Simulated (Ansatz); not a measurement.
The start is a relaxed TiC cell, doubled along one cell vector, shaken by Gaussian noise of σ = 0.08 Å a coordinate. A full variable-cell relaxation at zero pressure is run with r2SCAN (plane waves to 500 eV, PAW, scalar-relativistic; Ansatz, an electronic-structure program). First-step values are on the input's coarse k-mesh.

Ansatz input (later rounds restart from its end on a renewed k-mesh):
Ansatz 0.2 input:
```yaml
crystal:
  lattice:
    - [0, 2.7409590391, 2.7409590391]
    - [5.4819180782, 0, 5.4819180782]
    - [2.7409590391, 2.7409590391, 0]
  atoms:
    - { symbol: Ti, position: [0.759212744, 0.3924651614, 0.7067271358] }
    - { symbol: Ti, position: [0.6922879975, 0.888574912, 0.7301981407] }
    - { symbol: Ti, position: [0.4974277098, 0.2587508953, 0.4755022103] }
    - { symbol: Ti, position: [0.5062205419, 0.7425741981, 0.499207873] }
    - { symbol: C, position: [0.0197515611, -0.0076553765, 0.010875129] }
    - { symbol: C, position: [-0.0038531395, 0.5147065073, 0.0229909806] }
    - { symbol: C, position: [0.2860091329, 0.1248729061, 0.2567547527] }
    - { symbol: C, position: [0.2316726518, 0.6244750136, 0.2113743376] }
basis: { ecutwfc: 500, ecutrho_ratio: 4, xc_grid: 4, fft_grid_basis: typed }
kpoints: { mp_grid: { grid: [7, 4, 7] } }
hamiltonian:
  xc: r2scan
  dispersion: none
  pseudopotentials: { azcp: { folder: ./paw }, kind: paw }
scf: { occupations: { method: fermi_dirac, width: 0.05 } }
relax: { f_tol: 0.01, max_steps: 100, cell: { stress_tol: 0.02 } }
output: { forces: true, stress: true }
```

Question: By how much does the energy per atom fall from start to end?

Answer: About 2.2 eV/atom.

Question: How does the volume per atom move from start to end?

Answer: -1.2 %, from 10.30 to 10.18 Å³/atom.

Question: Is the parent structure recovered?

Answer: It does not go back: it reaches C2/m (No. 12), 2.25 eV/atom below the parent.

Question: How do the shortest distances between atoms change?

Answer: The closest pairs of elements (up to four, under 3.6 Å), start → end: C–C 2.04 → 1.48 Å; C–Ti 2.14 → 2.08 Å; Ti–Ti 2.22 → 2.67 Å.

Question: What band gap does the relaxed structure have at this level?

Answer: Zero (metallic).

Question: Write out the relaxed structure.

Answer: 
```cif
data_C8Ti8
_chemical_formula_sum 'Ti8 C8'
_space_group_name_H-M_alt 'C2/m'
_space_group_IT_number 12
_space_group_name_Hall '-C 2y'
_cell_length_a 7.84904
_cell_length_b 3.10795
_cell_length_c 7.69269
_cell_angle_alpha 90.000
_cell_angle_beta 119.820
_cell_angle_gamma 90.000
loop_
_space_group_symop_operation_xyz
  'x, y, z'
  '-x, -y, -z'
  '-x, y, -z'
  'x, -y, z'
  'x+1/2, y+1/2, z'
  '-x+1/2, -y+1/2, -z'
  '-x+1/2, y+1/2, -z'
  'x+1/2, -y+1/2, z'
loop_
_atom_site_label
_atom_site_type_symbol
_atom_site_symmetry_multiplicity
_atom_site_Wyckoff_symbol
_atom_site_fract_x
_atom_site_fract_y
_atom_site_fract_z
_atom_site_occupancy
Ti1 Ti 4 i 0.20653 0.00000 0.64143 1
Ti2 Ti 4 i 0.40496 0.00000 0.11190 1
C1 C 4 i 0.10543 0.00000 0.09184 1
C2 C 4 i 0.02802 0.50000 0.42131 1
```
(The calculation used a cell of 8 atoms; values per cell refer to that cell.)

Final values are on a 16×16×7 k-mesh of the relaxed cell. The start holds a very short contact (C–C 2.04 Å). No spin polarisation in the result.

The relaxed structure here is a generated cell of TiC: the first start was made by placing the elements on the sites of a structure type, and the end was not matched to a known phase here, so it may be hypothetical. Known forms of TiC include space group No. 225.
